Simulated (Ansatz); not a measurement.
## Profile along the Mg–Mg line in Mg (hcp, Mg type)

Mg (hcp, Mg type)

Space group P6₃/mmc (No. 194); a = b = 3.1731 Å, c = 5.1825 Å, α = β = 90.00°, γ = 120.00°

```
atom  site  symmetry       x       y       z
----  ----  --------  ------  ------  ------
Mg      2d      -6m2  0.6667  0.3333  0.2500
```

Fields along a shortest Mg–Mg line of a (0001) plane (3.17 Å), from Mg to Mg, interpolated on the slice's grid (step about 0.2 Å). Level of theory: r2SCAN (plane waves to 500 eV, PAW, scalar-relativistic; Ansatz, a program for electronic structure). k mesh 17×17×9. Near the nuclei the fields are pseudised (PAW); where an atom keeps semicore shells as valence, they peak there. Mg was relaxed with its symmetry unable to fall.

| distance from Mg (Å) | valence electron density (e/Å³) | electron localisation function |
|---|---|---|
| 0.00 | 31.51 | x |
| 0.32 | 15.18 | x |
| 0.63 | 1.12 | 0.31 |
| 0.95 | 0.13 | 0.04 |
| 1.27 | 0.10 | 0.38 |
| 1.58 | 0.10 | 0.58 |
| 1.90 | 0.10 | 0.38 |
| 2.22 | 0.13 | 0.04 |
| 2.54 | 1.12 | 0.31 |
| 2.85 | 15.18 | x |
| 3.17 | 31.51 | x |

x: too close to a nucleus for the ELF to mean much.

Density on the Mg–Mg line (3.17 Å) at its midpoint: 0.10 e/Å³. ELF at that point: 0.58. ELF maximum in the middle third of the Mg–Mg line: 0.58, 1.6 Å from Mg.
